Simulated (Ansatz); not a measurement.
**Electric field gradients in Ta2N**

Method: Ansatz 0.2.0, DFT PBEsol, scalar-relativistic, plane waves, PAW. Plane waves to 420 eV; Γ-centred k mesh 12×12×8; Fermi-Dirac smearing of 0.15 eV. No spin polarisation.

Relaxed structure:
```
Ta N
1.0
     5.26413    0.00000    0.00000
    -2.63207    4.55887    0.00000
     0.00000    0.00000    4.91458
Ta N
6 3
Direct
  0.66703 0.66703 0.75264
  0.00000 0.33297 0.75264
  0.33297 0.00000 0.75264
  0.33297 0.33297 0.24736
  0.00000 0.66703 0.24736
  0.66703 0.00000 0.24736
  0.66667 0.33333 0.50000
  0.33333 0.66667 0.50000
  0.00000 0.00000 0.00000
```

In a metal these results depend on the k mesh and the smearing. Spin–orbit coupling is left out, which matters for gradients at heavy nuclei.

Give V_zz (10²¹ V/m²) and the asymmetry η at each distinct site.

## Answers

```json
{"atom": "Ta (atom 1)", "V_zz": "-8.48", "η": "0.23"}
{"atom": "N (atom 7)", "V_zz": "-0.173", "η": "0.00"}
{"atom": "N (atom 9)", "V_zz": "0.169", "η": "0.00"}
```

Whether Ta2N exists in this form wasn't checked.

Cost: 1 run of about 0.5 core-minutes, on Arm Neoverse V2 (shared hosts).